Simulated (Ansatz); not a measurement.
# Telling polymorphs of HfCrAgS₄ apart by 33S

Method: Kohn–Sham DFT in Ansatz, r2SCAN, plane waves and PAW, scalar-relativistic, 500 eV cutoff. Q(33S) = -69.40 mb, I = 3/2. The cells come from the Materials Project (computed, not necessarily observed phases), with the atoms as given. Forces reach 0.2 eV/Å in them. Spin–orbit coupling is left out, which moves gradients at and beside heavy atoms (Hf) by some per cent and at some sites by far more.

(1) Rank the structures by their largest 33S |C_Q|, smallest first.
A. Imma, 14 atoms in the cell run; S sites: (1) 1 Cr at 2.44 Å, 1 Ag at 2.49 Å, 2 Hf at 2.55 Å. (2) 2 Cr at 2.46 Å, 1 Ag at 2.49 Å, 1 Hf at 2.55 Å.
B. P2, 14 atoms in the cell run; S sites: (1) 2 Cr at 2.42–2.44 Å, 1 Hf at 2.50 Å, 1 Ag at 2.71 Å. (2) 1 Cr at 2.45 Å, 2 Hf at 2.55–2.58 Å, 1 Ag at 2.74 Å. (3) 1 Cr at 2.46 Å, 2 Hf at 2.55–2.61 Å, 2 Ag at 2.75–2.81 Å. (4) 2 Cr at 2.44–2.45 Å, 1 Hf at 2.51 Å, 2 Ag at 2.77–2.88 Å.
C. P2/m, 14 atoms in the cell run; S sites: (1) 2 Cr at 2.44 Å, 1 Hf at 2.50 Å, 1 Ag at 2.80 Å. (2) 1 Cr at 2.48 Å, 2 Hf at 2.52 Å, 1 Ag at 2.70 Å. (3) 1 Cr at 2.44 Å, 2 Hf at 2.59 Å, 2 Ag at 2.78 Å. (4) 2 Cr at 2.46 Å, 1 Hf at 2.57 Å, 2 Ag at 2.77 Å.

Answers

(1) A (7.60 MHz), B (9.09 MHz), C (11.2 MHz).

In HfCrAgS4 (Imma) small gradients can still move by 0.1 × 10²¹ V/m² or more with the k-mesh.

The crystals are a selection from a larger pool of database entries, not a random sample of it.
